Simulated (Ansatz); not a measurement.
Input:

MoP:
```cif
data_MoP
_chemical_formula_sum 'Mo1 P1'
_space_group_name_H-M_alt 'P-6m2'
_space_group_IT_number 187
_space_group_name_Hall 'P -6 2'
_cell_length_a 3.20677
_cell_length_b 3.20677
_cell_length_c 3.17361
_cell_angle_alpha 90.000
_cell_angle_beta 90.000
_cell_angle_gamma 120.000
loop_
_atom_site_label
_atom_site_type_symbol
_atom_site_symmetry_multiplicity
_atom_site_Wyckoff_symbol
_atom_site_fract_x
_atom_site_fract_y
_atom_site_fract_z
_atom_site_occupancy
Mo1 Mo 1 a 0.00000 0.00000 0.00000 1
P1 P 1 d 0.33333 0.66667 0.50000 1
```

This is the PBEsol-relaxed structure.

Task: All from PBEsol in the plane-wave PAW code Ansatz, unless another level is named. Give the electronic character.

Result: metallic (no gap).

Task: What about the density of states at the Fermi level?

Result: 0.38 states/eV per atom (mean over ±0.08 eV).

Task: Predict the gap with spin–orbit coupling.

Result: none (metallic).

The PBEsol relaxation kept the symmetry of its start; of distortions, only those at the zone centre were tested. No spin polarisation was allowed. Spin–orbit coupling is left out wherever it is not named.

Potentials: the earlier of the program's two PAW sets.
